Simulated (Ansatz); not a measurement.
**CrPb2O5: reading a single point**

```xyz
16
Lattice="6.9571 2.8034 0.0000 6.9571 -2.8034 0.0000 3.0185 0.0000 -6.3771" Properties=species:S:1:pos:R:3 pbc="T T T"
O     7.2434   -1.4740   -4.9467
O     9.6892   -1.4740   -1.4304
O     9.6892    1.4740   -1.4304
O     7.2434    1.4740   -4.9467
Pb    4.6735    0.0000   -5.6463
Pb   12.2592    0.0000   -0.7308
Pb    9.4455    0.0000   -4.6604
Pb    7.4872    0.0000   -1.7167
Cr   13.5427    0.0000   -4.2184
Cr    3.3900    0.0000   -2.1586
O     6.9571   -1.3793    0.0000
O     6.9571    1.3793    0.0000
O     3.0588    0.0000   -3.7842
O    13.8739    0.0000   -2.5929
O    11.9111    0.0000   -4.4723
O     5.0216    0.0000   -1.9048
```

The numbers come from plane-wave PAW DFT (Ansatz): r2SCAN, no spin polarisation, 500 eV, 5×5×4 Γ-centred k points, fermi-dirac occupations (width 0.1 eV). Nothing was relaxed.

Q: What does the stress say?

A: The pressure is 1.2 GPa (compression positive), so with the atoms held at these fractions the cell would first expand.

Q: What is the character of the valence top and the conduction bottom?

A: Within 0.7 eV of the edges, the states project mainly on O p (59 %) and Pb s (26 %) below the gap and on Cr d (53 %) and O p (36 %) above it.

Q: What is the band gap?

A: The gap on the k mesh is 1.64 eV; the mesh may miss the band edges, so the true gap of this level can be smaller.

Q: Give the Bader charges.

A: Bader charges in e: Cr +2.16, Pb +1.44 to +1.47, O -1.22 to -0.94. In the mean Cr gives up most and O takes most.

Origin: a database entry at a rescaled volume. Caveats: no spin polarisation, so a magnetic state may lie lower; an odd or shifted mesh can miss the band edges, so this level's true gap may be smaller; no spin-orbit coupling, which can shift this gap by tenths of an eV.
